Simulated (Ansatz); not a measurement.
MoW:
```yaml
crystal:
  lattice:
    - [1.28696, -5.30435, 0.00000]
    - [1.28696, 5.30435, 0.00000]
    - [0.00000, 0.00000, 4.62933]
  atoms:
    - { symbol: W, position: [0.67904, 0.32096, 0.25000] }
    - { symbol: Mo, position: [0.93179, 0.06821, 0.25000] }
    - { symbol: W, position: [0.32096, 0.67904, 0.75000] }
    - { symbol: Mo, position: [0.06821, 0.93179, 0.75000] }
```

Relaxed with PBEsol. Special points in fractions of this cell's reciprocal vectors: Γ (0.000, 0.000, 0.000); Y (-0.500, 0.500, 0.000); C0 (-0.265, 0.735, 0.000); Σ0 (0.265, 0.265, 0.000); Z (0.000, 0.000, 0.500); A0 (0.265, 0.265, 0.500); E0 (-0.265, 0.735, 0.500); T (-0.500, 0.500, 0.500); S (0.000, 0.500, 0.000); R (0.000, 0.500, 0.500).

**Question.** List the band energies nearest the Fermi level at these points for PBEsol in the plane-wave PAW code Ansatz.

**Answer.** In eV from the Fermi level; about four levels below and three above (degenerate sets whole), none deeper than 8.9 eV; points with the same levels are listed once.

```csv
k,below,above
Γ,-1.94 -1.64 -0.68 -0.18,0.78 1.15 1.52
Y,-2.22 -2.07 -1.44 -1.20,0.67 1.17 1.20
C0,-2.54 -1.78 -0.91 -0.29,0.38 0.64 1.59
Z,-3.07 -3.07 -1.88 -1.88,0.78 0.78 1.46 1.46
A0,-1.57 -1.57 -0.39 -0.39,0.59 0.59 1.67 1.67
T,-2.19 -2.19 -1.45 -1.45,0.70 0.70 2.31 2.31
S,-1.79 -1.78 -0.62 -0.26,0.09 0.36 1.89
R,-2.30 -2.30 -1.44 -1.44,0.11 0.11 0.48 0.48
```

Space group Cmcm. The start of the workflow was typed in or built on a structure type; neither database checked (COD, Materials Project) lists it. Whether it is the stable phase at ambient conditions was not checked. The PBEsol relaxation kept the symmetry of its start; whether a distortion lowers the energy is not shown. No spin polarisation was allowed. Its formation energy is positive at this level, so the cell may be metastable or incomplete. Spin–orbit coupling is left out wherever it is not named.

Potentials: the later of the program's two PAW sets.
